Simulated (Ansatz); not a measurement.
## Co: from a starting cell to a relaxed one

The start is a generated trial cell of Co in the dhcp structure type. Cell shape, volume and atoms are optimised at zero target pressure with PBE (plane waves to 420 eV, PAW, scalar-relativistic; Ansatz, a program for electronic structure). The first steps use a coarse 15×15×4 k-mesh.

Input geometry:
```
Co
1.0
    2.51687     0.00000     0.00000
   -1.25844     2.17967     0.00000
    0.00000     0.00000     8.09805
Co
4
Direct
  0.00000   0.00000   0.00000
  0.00000   0.00000   0.50000
  0.33333   0.66667   0.25000
  0.66667   0.33333   0.75000
```
Spin-polarised start, with parallel moments on Co.

How large is the pressure on the unrelaxed cell, and of which sign?

-4.0 GPa (negative: the cell is under tension).

By how much does the energy per atom fall from start to end?

Under 0.01 eV/atom.

How does the volume per atom move from start to end?

-1.9 %, from 11.11 to 10.89 Å³/atom.

How do the shortest distances between atoms change?

The closest pairs of elements (up to four, under 3.6 Å), start → end: Co–Co 2.49 → 2.48 Å.

What magnetic moments remain?

Net 1.64 μB/atom, ferromagnetic.

The space group stays P6₃/mmc (No. 194) (the run could not lower it); the end is AFLOW prototype A_hP4_194_ac (A3', as in La), with 4 atoms in the primitive magnetic cell. Final values are on a 21×21×6 k-mesh of the relaxed cell. Spin state reached: ferromagnetic (net 1.64 μB/atom), from parallel starting moments; other spin orders were not run from this start.

The run could not lose the symmetry of its start; a randomly shaken copy of 8 atoms returns to this structure.

All atoms sit on sites fixed by symmetry, so only the cell could relax.

The relaxed structure here is a generated cell of Co: the first start was made by placing the elements on the sites of a structure type, and the end was not matched to a known phase here, so it may be hypothetical. A known form of Co has the same space group; whether the sites agree was not checked.
